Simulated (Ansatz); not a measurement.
Relaxed-ion elastic tensor of BN (rock salt, Fm-3m) in GPa (Voigt order), the program Ansatz at the r²SCAN level (PAW); density 3.87 g/cm³, 5.32 Å³ per atom.

```
536  328  328  0.0  0.0  0.0
328  536  328  0.0  0.0  0.0
328  328  536  0.0  0.0  0.0
0.0  0.0  0.0  665  0.0  0.0
0.0  0.0  0.0  0.0  665  0.0
0.0  0.0  0.0  0.0  0.0  665
```

Is the crystal mechanically stable?

Yes: the smallest eigenvalue of C is 209 GPa.

Work out the Voigt, Reuss and Hill averages.

K_V = 397, K_R = 397, K_H = 397; G_V = 441, G_R = 211, G_H = 326 GPa.

Give Young's modulus, Poisson's ratio, Pugh's ratio and the universal anisotropy index.

E = 9KG/(3K + G) = 768 GPa; ν = 0.18; K/G = 1.22 (brittle by the Pugh limit of 1.75); A_U = 5G_V/G_R + K_V/K_R − 6 = 5.44.

Estimate the sound speeds and the Debye temperature.

v_l = √((K + 4G/3)/ρ) = 14700 m/s, v_t = √(G/ρ) = 9170 m/s, mean 10100 m/s; Θ = (h/k)(3n/4πV)^(1/3) v_m = 1720 K.

Give the Zener ratio and Young's modulus along [100], [110] and [111].

A = 2C44/(C11 − C12) = 6.38; 1/E = S11 − 2(S11 − S12 − S44/2)Γ with Γ = 0, 1/4, 1/3 gives 288, 687, 1280 GPa.

Solve the Christoffel equation for the three sound speeds along [100], [110], [111].

Eigenvalues of C_ijkl n_j n_l equal ρv². In km/s, slowest first: [100] 11.77, 13.11, 13.11; [110] 5.19, 13.11, 16.83; [111] 8.67, 8.67, 18.21.

A made-up cell: these elements were put on the sites of a structure type; neither database checked (COD, Materials Project) lists it. It is not the phase usual at ambient conditions (space group No. 186, 194, 216). The r²SCAN relaxation kept the symmetry of its start; its stability against distortions is not shown here.

Potentials: the later of the program's two PAW sets.
